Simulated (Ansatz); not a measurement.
## WSe2: vacancy hop by nudged elastic band (Ansatz)

The command:

```bash
ansatz run input.yaml --threads 4 --pin off --max-ram 8192MiB --backend cpu --events-out ev --progress --plain --runs-dir out
```

input.yaml:

```yaml
crystal:
  lattice:
    - [3.32903972, 5.76606594, 0.0]
    - [-3.32903972, 5.76606594, 0.0]
    - [0.0, 0.0, 13.12391]
  atoms:
    - { symbol: W, position: [0.16860226, 0.16499795, 0.25092579] }
    - { symbol: W, position: [0.33800579, 0.33152094, 0.74750768] }
    - { symbol: Se, position: [0.17108836, 0.16094781, 0.61976853] }
    - { symbol: Se, position: [0.33631648, 0.33405384, 0.1216492] }
    - { symbol: Se, position: [0.17018264, 0.16512868, 0.87629285] }
    - { symbol: Se, position: [0.33652851, 0.33659855, 0.38078204] }
    - { symbol: W, position: [0.17078926, 0.66121361, 0.25023164] }
    - { symbol: W, position: [0.33260306, 0.83457438, 0.7489658] }
    - { symbol: Se, position: [0.1687483, 0.66477087, 0.62074617] }
    - { symbol: Se, position: [0.33648332, 0.83081635, 0.12391759] }
    - { symbol: Se, position: [0.1700683, 0.66782766, 0.87989794] }
    - { symbol: Se, position: [0.33564738, 0.82432479, 0.380341] }
    - { symbol: W, position: [0.66995662, 0.16470432, 0.25103271] }
    - { symbol: W, position: [0.82790702, 0.33937975, 0.75061387] }
    - { symbol: Se, position: [0.66310017, 0.17026105, 0.62054335] }
    - { symbol: Se, position: [0.83253825, 0.32665189, 0.12199775] }
    - { symbol: Se, position: [0.66672705, 0.15907951, 0.87956677] }
    - { symbol: Se, position: [0.83502776, 0.33648776, 0.37913543] }
    - { symbol: W, position: [0.66833724, 0.66312577, 0.24974357] }
    - { symbol: W, position: [0.82689073, 0.83902721, 0.74667436] }
    - { symbol: Se, position: [0.66117995, 0.66706571, 0.61997208] }
    - { symbol: Se, position: [0.66848336, 0.6665477, 0.87728737] }
    - { symbol: Se, position: [0.83514064, 0.8364092, 0.37570675] }
kpoints:
  mp_grid: { grid: [3, 3, 1] }
magnetization:
  spin_polarized: false
scf:
  occupations: { method: gaussian, width: 0.1 }
hamiltonian:
  pseudopotentials: { kind: paw }
  xc: pbe
basis:
  ecutwfc: 420
neb:
  images: 3
  relax_end_points: true
  climbing: true
  f_tol: 0.05
  max_iterations: 40
  order_check: false
  final_atoms:
    - { symbol: W, position: [0.16860226, 0.16499795, 0.25092579] }
    - { symbol: W, position: [0.33800579, 0.33152094, 0.74750768] }
    - { symbol: Se, position: [0.17108836, 0.16094781, 0.61976853] }
    - { symbol: Se, position: [0.33631648, 0.33405384, 0.1216492] }
    - { symbol: Se, position: [0.17018264, 0.16512868, 0.87629285] }
    - { symbol: Se, position: [0.33652851, 0.33659855, 0.38078204] }
    - { symbol: W, position: [0.17078926, 0.66121361, 0.25023164] }
    - { symbol: W, position: [0.33260306, 0.83457438, 0.7489658] }
    - { symbol: Se, position: [0.1687483, 0.66477087, 0.62074617] }
    - { symbol: Se, position: [0.33648332, 0.83081635, 0.12391759] }
    - { symbol: Se, position: [0.1700683, 0.66782766, 0.87989794] }
    - { symbol: Se, position: [0.33564738, 0.82432479, 0.380341] }
    - { symbol: W, position: [0.66995662, 0.16470432, 0.25103271] }
    - { symbol: W, position: [0.82790702, 0.33937975, 0.75061387] }
    - { symbol: Se, position: [0.66310017, 0.17026105, 0.62054335] }
    - { symbol: Se, position: [0.83253825, 0.32665189, 0.12199775] }
    - { symbol: Se, position: [0.66672705, 0.15907951, 0.87956677] }
    - { symbol: Se, position: [0.83502776, 0.33648776, 0.37913543] }
    - { symbol: W, position: [0.66833724, 0.66312577, 0.24974357] }
    - { symbol: W, position: [0.82689073, 0.83902721, 0.74667436] }
    - { symbol: Se, position: [0.66117995, 0.66706571, 0.61997208] }
    - { symbol: Se, position: [0.66848336, 0.6665477, 0.87728737] }
    - { symbol: Se, position: [0.82511595, 0.83131012, 0.12011043] }
```

Origin of the cell: a database entry, scaled a little.

The cell is 2×2×1 cells of WSe2 with one Se taken out; atom 23 (Se) hops into the empty site, 3.36 Å away before the end points are relaxed. All atoms were shaken by about 0.02 Å first.

Output (shortened):

```
Warning: neb: disabling space-group detection — the band's intermediate images generally break the endpoint symmetry, so no spatial operation reduces the k-mesh or symmetrises the density, ex […]
Pseudopotentials: kind: paw
Pseudopotential: W, paw, valence charge 14, recommended cutoff 420 eV (normal), W.paw.azcp
Pseudopotential: Se, paw, valence charge 16, recommended cutoff 420 eV (normal), Se.paw.azcp
Functional definition: PBE
  exchange = pbe_x(kappa = kappa, mu = beta*pi^2/3)
  correlation = pbe_c(beta = beta)
parallel-image band execution: 3 concurrent image workers
NEB image 0
Crystal: 23 atoms, lattice volume = 503.839 Å³
Basis set: ecut = 420 eV, 9871 PW (Γ), exchange–correlation on 90×90×180 points (8 copies of the dense FFT grid, shifted against one another)
Bands: 212, of which v1, the nominal top of the filled ones, is band 176 counted from 1 (175 counted from 0)
[… 6 lines left out …]
Initial density: superposition of atomic densities (neutral atoms: chi_scale 0, normalization atom), corrected by the library's trained network
Functional: x = pbe(κ = 0.804, μ = 0.219515), c = pbe(β = 0.066725)
SCF iter   1: F=—  HF=-165124.554547 eV  Δρ=5.59e-3  dr2=1.24e-1  defer=10
SCF iter   2: F=—  HF=-165124.566473 eV  Δρ=3.08e-3  dr2=4.12e-2  defer=11
SCF iter   3: F=—  HF=-165124.574871 eV  Δρ=1.62e-3  dr2=2.04e-2  defer=11
[… 7 lines left out …]
SCF iter  11: F=—  HF=-165124.574929 eV  Δρ=5.06e-6  dr2=3.23e-7  defer=24
SCF iter  12: F=—  HF=-165124.574930 eV  Δρ=2.94e-6  dr2=1.11e-7
SCF iter  13: F=-165124.574930 eV  HF=-165124.574930 eV  Δρ=1.41e-6  dr2=1.80e-8
NEB iter   1: max|band force component| = 3.004e1 eV/Å  barrier→ = 19.4876 eV  barrier← = 19.4876 eV  Δτ_max = 0.2000 Å  (81 SCF iters)
NEB iter   2: max|band force component| = 1.208e1 eV/Å  barrier→ = 7.9067 eV  barrier← = 7.9067 eV  Δτ_max = 0.1296 Å  (48 SCF iters)
NEB iter   3: max|band force component| = 4.738e0 eV/Å  barrier→ = 4.7601 eV  barrier← = 4.7601 eV  Δτ_max = 0.0872 Å  (49 SCF iters)
NEB iter   4: max|band force component| = 2.570e0 eV/Å  barrier→ = 3.8501 eV  barrier← = 3.8501 eV  Δτ_max = 0.2000 Å  (52 SCF iters)
NEB iter   5: max|band force component| = 3.206e0 eV/Å  barrier→ = 3.1228 eV  barrier← = 3.1228 eV  Δτ_max = 0.0999 Å  (42 SCF iters)
NEB iter   6: max|band force component| = 1.289e0 eV/Å  barrier→ = 2.8283 eV  barrier← = 2.8283 eV  Δτ_max = 0.0297 Å  (38 SCF iters)
NEB iter   7: max|band force component| = 1.736e-1 eV/Å  barrier→ = 2.7465 eV  barrier← = 2.7465 eV  CI = image 2  Δτ_max = 0.0274 Å  (33 SCF iters)
NEB iter   8: max|band force component| = 8.273e-2 eV/Å  barrier→ = 2.7449 eV  barrier← = 2.7449 eV  CI = image 2  Δτ_max = 0.0114 Å  (28 SCF iters)
NEB iter   9: max|band force component| = 1.800e-1 eV/Å  barrier→ = 2.7422 eV  barrier← = 2.7422 eV  CI = image 2  Δτ_max = 0.0057 Å  (25 SCF iters)
NEB iter  10: max|band force component| = 2.335e-1 eV/Å  barrier→ = 2.7397 eV  barrier← = 2.7397 eV  CI = image 2  Δτ_max = 0.0115 Å  (25 SCF iters)
NEB iter  11: max|band force component| = 3.179e-1 eV/Å  barrier→ = 2.7333 eV  barrier← = 2.7333 eV  CI = image 2  Δτ_max = 0.0231 Å  (27 SCF iters)
NEB iter  12: max|band force component| = 4.179e-1 eV/Å  barrier→ = 2.7194 eV  barrier← = 2.7194 eV  CI = image 2  Δτ_max = 0.0229 Å  (29 SCF iters)
NEB iter  13: max|band force component| = 4.339e-1 eV/Å  barrier→ = 2.7051 eV  barrier← = 2.7051 eV  CI = image 2  Δτ_max = 0.0228 Å  (29 SCF iters)
NEB iter  14: max|band force component| = 3.798e-1 eV/Å  barrier→ = 2.6916 eV  barrier← = 2.6916 eV  CI = image 2  Δτ_max = 0.0229 Å  (29 SCF iters)
NEB iter  15: max|band force component| = 2.500e-1 eV/Å  barrier→ = 2.6766 eV  barrier← = 2.6766 eV  CI = image 2  Δτ_max = 0.0457 Å  (27 SCF iters)
NEB iter  16: max|band force component| = 3.876e-1 eV/Å  barrier→ = 2.6682 eV  barrier← = 2.6682 eV  CI = image 2  Δτ_max = 0.0455 Å  (33 SCF iters)
NEB iter  17: max|band force component| = 3.049e-1 eV/Å  barrier→ = 2.6672 eV  barrier← = 2.6672 eV  CI = image 2  Δτ_max = 0.0454 Å  (36 SCF iters)
NEB iter  18: max|band force component| = 2.553e-1 eV/Å  barrier→ = 2.6667 eV  barrier← = 2.6667 eV  CI = image 2  Δτ_max = 0.0224 Å  (33 SCF iters)
NEB iter  19: max|band force component| = 1.023e-1 eV/Å  barrier→ = 2.6660 eV  barrier← = 2.6660 eV  CI = image 2  Δτ_max = 0.0091 Å  (29 SCF iters)
NEB iter  20: max|band force component| = 2.902e-2 eV/Å  barrier→ = 2.6659 eV  barrier← = 2.6659 eV  CI = image 2  Δτ_max = 0.0000 Å  (27 SCF iters)
--- NEB band (5 images, 20 band iterations, 720 SCF iterations, 88 more in tests of the images' electronic states and relaxations of end points) ---
  forward barrier  = 2.665904 eV
  backward barrier = 2.665906 eV
  lagrangian_above_aufbau_ev (what the smearing adds, to first order; not taken off the barriers): saddle image -0.012982 eV, end points -0.000002 and -0.000002 eV
  climbing image's point = of an order that was not read
  energies are F+E_penalty+E_count in eV, relative to image 0
  image     s (Å)  Δ vs image 0  max|band force component| (eV/Å)
      0    0.0000      0.000000                                 —
      1    1.1225      1.550689                          2.825e-2
  *   2    2.2449      2.665904                          1.928e-2
      3    3.3686      1.549906                          2.902e-2
      4    4.4925     -0.000002                                 —
```

The converged band:

```json
{"image": "0", "path over all atoms (Å)": "0.00", "ΔF (eV)": "0.000", "Se x": "0.01", "y": "9.61", "z (Å)": "4.98"}
{"image": "1", "path over all atoms (Å)": "1.12", "ΔF (eV)": "1.551", "Se x": "-0.02", "y": "9.59", "z (Å)": "4.33"}
{"image": "2", "path over all atoms (Å)": "2.24", "ΔF (eV)": "2.666", "Se x": "0.02", "y": "9.62", "z (Å)": "3.28"}
{"image": "3", "path over all atoms (Å)": "3.37", "ΔF (eV)": "1.550", "Se x": "-0.02", "y": "9.59", "z (Å)": "2.22"}
{"image": "4", "path over all atoms (Å)": "4.49", "ΔF (eV)": "0.000", "Se x": "0.01", "y": "9.61", "z (Å)": "1.57"}
```

Highest image (2), forces in eV/Å:

```xyz
23
Lattice="3.329 5.766 0.000 -3.329 5.766 0.000 0.000 0.000 13.124" Properties=species:S:1:pos:R:3:forces:R:3 pbc="T T T" image=2
W    -0.123    1.847    3.280    0.002    0.007    0.000
W     0.001    3.841    9.839   -0.006    0.005    0.000
Se    0.002    1.918    8.174    0.003    0.003    0.004
Se    0.028    3.746    1.518    0.001   -0.001   -0.004
Se    0.002    1.918   11.505    0.003    0.003   -0.001
Se    0.028    3.746    5.041    0.001   -0.001    0.002
W    -1.249    5.035    3.280   -0.010    0.008    0.000
W    -1.663    6.723    9.839   -0.001   -0.010    0.000
Se   -1.666    4.800    8.168    0.001   -0.001   -0.006
Se   -1.734    6.788    1.520    0.004   -0.005   -0.004
Se   -1.666    4.800   11.510    0.002   -0.001    0.007
Se   -1.734    6.788    5.040    0.004   -0.005    0.001
W     1.335    5.116    3.280   -0.019    0.003    0.000
W     1.664    6.722    9.839   -0.001   -0.002    0.000
Se    1.667    4.799    8.169    0.000   -0.006    0.002
Se    1.729    6.763    1.371    0.004    0.004   -0.003
Se    1.667    4.799   11.509    0.000   -0.005    0.000
Se    1.729    6.763    5.188    0.004    0.004   -0.001
W     0.104    7.239    3.280    0.008   -0.008    0.000
W     0.001    9.605    9.839    0.007    0.007    0.001
Se    0.000    7.686    8.169   -0.004    0.004    0.005
Se    0.000    7.686   11.510   -0.004    0.003   -0.004
Se    0.020    9.617    3.280    0.002   -0.005    0.000
```

Barrier of this path: 2.67 eV forwards, 2.67 eV backwards, after 20 band iterations.

Caveats: no moments, though an odd count or open d shells may carry them; no spin-orbit coupling, though heavy elements are present; the k mesh is coarse if the cell is a metal; a small cell with a neutral vacancy and no spin, whose shape can make like sites unlike; the cell is held at a rescaled volume, and strain moves barriers; the hop was drawn among near neighbours and need not be the easiest path; few images and a loose tolerance, and neither the top nor the ends were tested for their order.

Time: 33 min on 4 threads of Arm Neoverse V2 (shared host), peak memory 3.6 GiB, from the program's own first density.
